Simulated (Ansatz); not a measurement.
Space group Fmmm (No. 69). a = 2.446 Å, b = 4.233 Å, c = 6.735 Å, α = 90.00°, β = 90.00°, γ = 90.00°
```tsv
atom	site	symmetry	x	y	z
C	8h	m2m	0.5000	0.6667	0.5000
```

Equation of state of this C structure (not necessarily the ground state), with shape and atoms relaxed at each volume where symmetry leaves them free. It has no gap at any of these volumes. The calculation used DFT LDA, scalar-relativistic, plane waves, PAW (Ansatz).

Cutoff 420 eV; k points 18×18×6 on the computed 4-atom cell (Γ-centred); Gaussian smearing, width 0.10 eV; no spin polarisation.

```json
{"V (Å³/atom)": "8.194", "E − E(largest V) (meV/atom)": "1.30", "P (GPa)": "2.44"}
{"V (Å³/atom)": "8.455", "E − E(largest V) (meV/atom)": "-1.42", "P (GPa)": "0.97"}
{"V (Å³/atom)": "8.716", "E − E(largest V) (meV/atom)": "-2.12", "P (GPa)": "-0.02"}
{"V (Å³/atom)": "8.978", "E − E(largest V) (meV/atom)": "-1.47", "P (GPa)": "-0.69"}
{"V (Å³/atom)": "9.239", "E − E(largest V) (meV/atom)": "0.00", "P (GPa)": "-1.08"}
```

**Question.** Fit a third-order Birch–Murnaghan equation to E(V).

**Answer.** V0 = 8.70 Å³/atom, B0 = 28 GPa, B0' = 13.5. B0' is unusual or poorly fixed by this range.

The cell holds layers, and where no dispersion correction was added their binding is poorly described.

This form isn't the element's structure at ambient conditions.